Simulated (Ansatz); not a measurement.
HfO2: changing the pressure

The cell as given:

```cif
data_structure
_symmetry_space_group_name_H-M 'Fm-3m'
_symmetry_Int_Tables_number 225
_cell_length_a 5.1150
_cell_length_b 5.1150
_cell_length_c 5.1150
_cell_angle_alpha 90.000
_cell_angle_beta 90.000
_cell_angle_gamma 90.000
_cell_volume 133.82
loop_
_atom_site_label
_atom_site_type_symbol
_atom_site_symmetry_multiplicity
_atom_site_Wyckoff_symbol
_atom_site_fract_x
_atom_site_fract_y
_atom_site_fract_z
_atom_site_occupancy
Hf1 Hf 4 a 0.00000 0.00000 0.00000 1
O1 O 8 c 0.25000 0.25000 0.75000 1
```

Measurements of this composition are mostly on another form, of space group No. 14.

Kept alike: task relaxation of cell and atoms; functional PBEsol; k mesh 9 × 9 × 9; occupations fermi-dirac, width 0.05 eV; no spin polarisation. Program: Ansatz, all-electron LAPW, scalar-relativistic. The mesh is that of the run's cell of 3 atoms. No spin-orbit coupling.

```csv
"pressure, P (GPa)",volume (Å³/atom)
0,10.694
5,10.502
10,10.327
20,10.014
30,9.745
```

The relaxations keep at least the cell's symmetry (Fm-3m). The runs follow the start's structure, whether or not it is the stable one at these pressures. P is the pressure aimed at, which the runs meet within some hundredths to tenths of a GPa.

Q: What does the pressure change here?

A: The volume falls from 10.694 to 9.745 Å³/atom between 0 and 30 GPa. The volume falls ever more slowly, since the solid stiffens under load. At the pressures aimed at, which the runs meet within some tenths of a GPa, the step from 0 to 5 GPa gives a mean bulk modulus near 276 GPa, the last step 367 GPa.
